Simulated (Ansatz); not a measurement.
NMR crystallography of LiH with Cl replacing H: given against relaxed positions

Start: a supercell of LiH (rock salt type, Fm-3m) built from a Materials Project structure (computed, not necessarily an observed phase), with all atoms left at the host's positions.

Space group Fm-3m (No. 225); a = 12.0517 Å.

```
site  Wyckoff  site symmetry       x       y       z
 Li1      32f            .3m  0.3333  0.8333  0.8333
 Li2      24e           4m.m  0.5000  0.0000  0.8333
 Li6      48h           m.m2  0.8333  0.1667  0.0000
Li27       4a           m-3m  0.0000  0.5000  0.5000
  Cl       4b           m-3m  0.5000  0.0000  0.0000
 H29      48i           m.m2  0.6667  0.1667  0.0000
 H32      32f            .3m  0.8333  0.1667  0.1667
 H42      24e           4m.m  0.0000  0.5000  0.3333
```

One atom of each set is listed; the run and its k-mesh use a cell of 54 atoms with edges of 8.52, 8.52, 8.52 Å.

Computed with Ansatz: DFT, PBE, plane waves and PAW, scalar-relativistic, 420 eV cutoff, Γ-centred 3×3×3 k-points, Fermi–Dirac smearing 0.01 eV.

The largest force at the start is 1.8 eV/Å. Relaxing the ions at fixed cell moves them by 0.209 Å at most (atom 5, Li) and 0.078 Å rms.

| site | moved (Å) | first shell before | first shell after | V_zz before (10²¹ V/m²) | η before |
| --- | --- | --- | --- | --- | --- |
| Li2 | 0.209 | 5 H at 2.01 Å, 1 Cl at 2.01 Å | 5 H at 1.85–2.06 Å, 1 Cl at 2.22 Å | 0.077 | 0.00 |
| Li6 | 0.013 | 6 H at 2.01 Å | 6 H at 1.96–2.02 Å | <0.005 | – |
| Cl | 0.000 | 6 Li at 2.01 Å | 6 Li at 2.22 Å | 0.00 | – |
| H29 | 0.063 | 6 Li at 2.01 Å | 6 Li at 1.96–2.06 Å | 0.016 | 0.35 |
| H42 | 0.048 | 6 Li at 2.01 Å | 6 Li at 1.85–2.02 Å | <0.005 | – |

Q: How do the gradients change?

A: 

```tsv
site	V_zz after	η after	change of V_zz
Li2	-0.039	0.00	-0.12
Li6	0.024	0.93	+0.02
Cl	0.00	–	0.00
H29	0.034	0.41	–
H42	0.12	0.00	+0.12
```

The largest change of V_zz along a kept axis is on Li2, from 0.077 to -0.039. V_zz changes sign on Li2 (same axis). On H29 the largest principal value lies along another axis in the second run, so the two V_zz can't be compared directly. Other sites with |V_zz| of 0.02 or less aren't listed.

The defect repeats with the cell of 54 atoms, so it feels its images: sites between two images don't show the values beside a lone defect, and zeros or small values of η there can come from the images' arrangement.
Before: With these PAW files V_zz is typically within 2 to 3 % of all-electron values, but misses above 10 % occur on Li. The neighbours have not yet relaxed around the defect (largest force 1.8 eV/Å), so a real crystal will differ.
After: The relaxation keeps the site symmetry m-3m of the start, so the impurity can't leave its site; a start off the site could end lower.
